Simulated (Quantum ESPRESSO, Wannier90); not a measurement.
Wannierisation of TaC (rock salt)

Materials Project entry mp-1086; symmetrised, unrelaxed at this level. COD (Crystallography Open Database) has an entry of this formula and space group (matched by these alone). Method: PBEsol plane waves in Quantum ESPRESSO 7.5 (PseudoDojo norm-conserving files, 66 Ry, no spin polarisation, no spin-orbit coupling), Bloch states on a 12×12×12 mesh through Γ, Wannier90 4.0.1. Density: 12×12×12 mesh, cold smearing 0.01 Ry. Spin-orbit coupling is left out although heavy elements are present.

On the energy scale of pw.x, whose zero is arbitrary, the Fermi level lies at 19.53 eV.

Input w.win:

```
num_bands = 22
num_wann = 10
exclude_bands = 1-4
num_iter = 800
conv_tol = 1.0e-6
conv_window = 4
dis_num_iter = 1000
dis_conv_tol = 1.0e-6
dis_froz_max = 21.03
write_hr = true
write_u_matrices = true
auto_projections = true
begin unit_cell_cart
ang
    0.0000000000    2.2339000000    2.2339000000
    2.2339000000    0.0000000000    2.2339000000
    2.2339000000    2.2339000000    0.0000000000
end unit_cell_cart
begin atoms_frac
Ta   0.0000000000  0.0000000000  0.0000000000
C    0.5000000000  0.5000000000  0.5000000000
end atoms_frac
mp_grid = 12 12 12
begin kpoints
0.0000000000 0.0000000000 0.0000000000
0.0000000000 0.0000000000 0.0833333333
0.0000000000 0.0000000000 0.1666666667
... (1725 more lines: the 12x12x12 mesh through Gamma)
end kpoints
```

Input of pw2wannier90.x that gives the overlap and projection files (equivalent; here they were cut from one run over all bands):

```
&inputpp
  outdir = './out'
  prefix = 'pwscf'
  seedname = 'w'
  write_amn = .true.
  write_mmn = .true.
  atom_proj = .true.
  atom_proj_exclude = 1 2 3 4
/
```

Output w.wout (banner and timings cut):

```
                                    ------
                                    SYSTEM
                                    ------

                              Lattice Vectors (Ang)
                    a_1     0.000000   2.233900   2.233900
                    a_2     2.233900   0.000000   2.233900
                    a_3     2.233900   2.233900   0.000000

                   Unit Cell Volume:      22.29570  (Ang^3)

                        Reciprocal-Space Vectors (Ang^-1)
                    b_1    -1.406326   1.406326   1.406326
                    b_2     1.406326  -1.406326   1.406326
                    b_3     1.406326   1.406326  -1.406326

 *----------------------------------------------------------------------------*
 |   Site       Fractional Coordinate          Cartesian Coordinate (Ang)     |
 +----------------------------------------------------------------------------+
 | ta   1   0.00000   0.00000   0.00000   |    0.00000   0.00000   0.00000    |
 | c    1   0.50000   0.50000   0.50000   |    2.23390   2.23390   2.23390    |
 *----------------------------------------------------------------------------*
                                ------------
                                K-POINT GRID
                                ------------

             Grid size = 12 x 12 x 12      Total points = 1728

 *---------------------------------- MAIN ------------------------------------*
 |  Number of Wannier Functions               :                10             |
 |  Number of Objective Wannier Functions     :                10             |
 |  Number of input Bloch states              :                22             |
 |  Output verbosity (1=low, 5=high)          :                 1             |
 |  Timing Level (1=low, 5=high)              :                 1             |
 |  Optimisation (0=memory, 3=speed)          :                 3             |
 |  Length Unit                               :               Ang             |
 |  Post-processing setup (write *.nnkp)      :                 F             |
 |  Using Gamma-only branch of algorithms     :                 F             |
 *----------------------------------------------------------------------------*
 *------------------------------- WANNIERISE ---------------------------------*
 |  Total number of iterations                :               800             |
 |  Number of CG steps before reset           :                 5             |
 |  Trial step length for line search         :             2.000             |
 |  Convergence tolerence                     :         0.100E-05             |
 |  Convergence window                        :                 4             |
 |  Iterations between writing output         :                 1             |
 |  Iterations between backing up to disk     :               100             |
 |  Write r^2_nm to file                      :                 F             |
 |  Write xyz WF centres to file              :                 F             |
 |  Write on-site energies <0n|H|0n> to file  :                 F             |
 |  Use guiding centre to control phases      :                 F             |
 |  Use phases for initial projections        :                 F             |
 *----------------------------------------------------------------------------*
 *------------------------------- DISENTANGLE --------------------------------*
 |  Using band disentanglement                :                 T             |
 |  Total number of iterations                :              1000             |
 |  Mixing ratio                              :             0.500             |
 |  Convergence tolerence                     :         1.000E-06             |
 |  Convergence window                        :                 3             |
 *----------------------------------------------------------------------------*
 *-------------------------------- PLOTTING ----------------------------------*
 |  Plotting Hamiltonian in WF basis          :                 T             |
 *----------------------------------------------------------------------------*

 *---------------------------------- K-MESH ----------------------------------*
 +----------------------------------------------------------------------------+
 |                    Distance to Nearest-Neighbour Shells                    |
 |                    ------------------------------------                    |
 |          Shell             Distance (Ang^-1)          Multiplicity         |
 |          -----             -----------------          ------------         |
 |             1                   0.202986                      8            |
 |             2                   0.234388                      6            |
 |             3                   0.331474                     12            |
 |             4                   0.388688                     24            |
 |             5                   0.405971                      8            |
 |             6                   0.468775                      6            |
 |             7                   0.510836                     24            |
 |             8                   0.524107                     24            |
       ... (lines left out)
 +----------------------------------------------------------------------------+
 | The b-vectors are chosen automatically                                     |
 | The following shells are used:                       1                     |
 +----------------------------------------------------------------------------+
 |                        Shell   # Nearest-Neighbours                        |
 |                        -----   --------------------                        |
 |                          1               8                                 |
 +----------------------------------------------------------------------------+
 | Completeness relation is fully satisfied [Eq. (B1), PRB 56, 12847 (1997)]  |
 +----------------------------------------------------------------------------+
 |                  b_k Vectors (Ang^-1) and Weights (Ang^2)                  |
 |                  ----------------------------------------                  |
 |            No.         b_k(x)      b_k(y)      b_k(z)        w_b           |
 |            ---        --------------------------------     --------        |
 |             1         0.117194    0.117194   -0.117194     9.101233        |
 |             2         0.117194   -0.117194    0.117194     9.101233        |
 |             3        -0.117194    0.117194    0.117194     9.101233        |
 |             4         0.117194    0.117194    0.117194     9.101233        |
 |             5        -0.117194   -0.117194    0.117194     9.101233        |
 |             6        -0.117194    0.117194   -0.117194     9.101233        |
 |             7         0.117194   -0.117194   -0.117194     9.101233        |
 |             8        -0.117194   -0.117194   -0.117194     9.101233        |
 +----------------------------------------------------------------------------+
 |                           b_k Directions (Ang^-1)                          |
 |                           -----------------------                          |
 |            No.           x           y           z                         |
 |            ---        --------------------------------                     |
 |             1         0.117194    0.117194   -0.117194                     |
 |             2         0.117194   -0.117194    0.117194                     |
 |             3        -0.117194    0.117194    0.117194                     |
 |             4         0.117194    0.117194    0.117194                     |
 +----------------------------------------------------------------------------+

 Starting a new Wannier90 calculation ...

 Reading overlaps from w.mmn

 Reading projections from w.amn

 *------------------------------- DISENTANGLE --------------------------------*
 +----------------------------------------------------------------------------+
 |                              Energy  Windows                               |
 |                              ---------------                               |
 |                   Outer:    4.83008  to   57.63197  (eV)                   |
 |                   Inner:    4.83008  to   21.03000  (eV)                   |
 +----------------------------------------------------------------------------+
   Number of target bands to extract:   10

                   Unitarised projection of Wannier functions
                   ------------------------------------------
   A_mn = <psi_m|g_n> --> S = A.A^+ --> U = S^-1/2.A
   In dis_project... done
   Using an inner window (linner = T)
   In dis_proj_froz... done

                   Extraction of optimally-connected subspace
                   ------------------------------------------
 +---------------------------------------------------------------------+<-- DIS
 |  Iter     Omega_I(i-1)      Omega_I(i)      Delta (frac.)           |<-- DIS
 +---------------------------------------------------------------------+<-- DIS
       1      11.80433961      11.61912671       1.594E-02    <-- DIS
       2      11.62195561      11.55123739       6.122E-03    <-- DIS
       3      11.56866760      11.49698384       6.235E-03    <-- DIS
       4      11.51813171      11.45104385       5.859E-03    <-- DIS
       5      11.47264531      11.41117367       5.387E-03    <-- DIS
       6      11.43211367      11.37597524       4.935E-03    <-- DIS
       ... (lines left out)
     101      10.85494273      10.85407682       7.978E-05    <-- DIS
       ... (lines left out)
     201      10.84359728      10.84355136       4.235E-06    <-- DIS
       ... (lines left out)
     266      10.84328561      10.84327493       9.849E-07    <-- DIS
     267      10.84328428      10.84327382       9.650E-07    <-- DIS
     268      10.84328300      10.84327275       9.455E-07    <-- DIS

             <<<      Delta < 1.000E-06  over  3 iterations     >>>
             <<< Disentanglement convergence criteria satisfied >>>

        Final Omega_I    10.84327275 (Ang^2)

 +----------------------------------------------------------------------------+

 Writing checkpoint file w.chk... done

 *------------------------------- WANNIERISE ---------------------------------*
 +--------------------------------------------------------------------+<-- CONV
 | Iter  Delta Spread     RMS Gradient      Spread (Ang^2)            |<-- CONV
 +--------------------------------------------------------------------+<-- CONV

 ------------------------------------------------------------------------------
 Initial State
  WF centre and spread    1  (  0.000000, -0.000000,  0.000000 )     1.05094223
  WF centre and spread    2  (  0.000000,  0.000000,  0.000000 )     1.50835105
  WF centre and spread    3  ( -0.000000, -0.000000,  0.000000 )     1.50835070
  WF centre and spread    4  (  0.000000,  0.000000,  0.000000 )     1.05094216
  WF centre and spread    5  (  0.000000, -0.000000, -0.000000 )     1.50835159
  WF centre and spread    6  (  0.000000, -0.000000,  0.000000 )     2.19269062
  WF centre and spread    7  (  2.233900,  2.233900,  2.233900 )     1.70065108
  WF centre and spread    8  (  2.233900,  2.233900,  2.233900 )     1.17737212
  WF centre and spread    9  (  2.233900,  2.233900,  2.233900 )     1.17737168
  WF centre and spread   10  (  2.233900,  2.233900,  2.233900 )     1.17737185
  Sum of centres and spreads (  8.935600,  8.935600,  8.935600 )    14.05239507

      0     0.141E+02     0.0000000000       14.0523951160  <-- CONV
        O_D=      0.0000000 O_OD=      3.2091224 O_TOT=     14.0523951 <-- SPRD
 ------------------------------------------------------------------------------
      1    -0.677E+00     0.1532406626       13.3758555751  <-- CONV
        O_D=      0.0000000 O_OD=      2.5325828 O_TOT=     13.3758556 <-- SPRD
      2    -0.257E+00     0.2262312170       13.1189880097  <-- CONV
        O_D=      0.0000000 O_OD=      2.2757153 O_TOT=     13.1189880 <-- SPRD
      3    -0.177E+00     0.1750795366       12.9420418152  <-- CONV
        O_D=      0.0000000 O_OD=      2.0987691 O_TOT=     12.9420418 <-- SPRD
      4    -0.158E+00     0.1739630261       12.7837586120  <-- CONV
        O_D=      0.0000000 O_OD=      1.9404859 O_TOT=     12.7837586 <-- SPRD
      5    -0.852E-01     0.1349678880       12.6985656546  <-- CONV
        O_D=      0.0000000 O_OD=      1.8552929 O_TOT=     12.6985657 <-- SPRD
       ... (lines left out)
     47    -0.734E-06     0.0005703341       12.5604151197  <-- CONV
        O_D=      0.0000000 O_OD=      1.7171424 O_TOT=     12.5604151 <-- SPRD
     48    -0.103E-06     0.0002033588       12.5604150169  <-- CONV
        O_D=      0.0000000 O_OD=      1.7171423 O_TOT=     12.5604150 <-- SPRD
     49    -0.482E-10     0.0000824404       12.5604150169  <-- CONV
        O_D=      0.0000000 O_OD=      1.7171423 O_TOT=     12.5604150 <-- SPRD
             <<<     Delta < 1.000E-06  over  4 iterations     >>>
             <<< Wannierisation convergence criteria satisfied >>>
 Final State
  WF centre and spread    1  (  0.000000, -0.000000,  0.000000 )     0.97319106
  WF centre and spread    2  (  0.000000,  0.000000,  0.000000 )     1.52177694
  WF centre and spread    3  ( -0.000000, -0.000000,  0.000000 )     1.52177665
  WF centre and spread    4  (  0.000000,  0.000000,  0.000000 )     0.97319097
  WF centre and spread    5  (  0.000000, -0.000000, -0.000000 )     1.52177751
  WF centre and spread    6  (  0.000000, -0.000000,  0.000000 )     1.96615232
  WF centre and spread    7  (  2.233900,  2.233900,  2.233900 )     0.92614190
  WF centre and spread    8  (  2.233900,  2.233900,  2.233900 )     1.05213637
  WF centre and spread    9  (  2.233900,  2.233900,  2.233900 )     1.05213564
  WF centre and spread   10  (  2.233900,  2.233900,  2.233900 )     1.05213560
  Sum of centres and spreads (  8.935600,  8.935600,  8.935600 )    12.56041497

         Spreads (Ang^2)       Omega I      =    10.843272749
        ================       Omega D      =     0.000000000
                               Omega OD     =     1.717142268
    Final Spread (Ang^2)       Omega Total  =    12.560415017
```
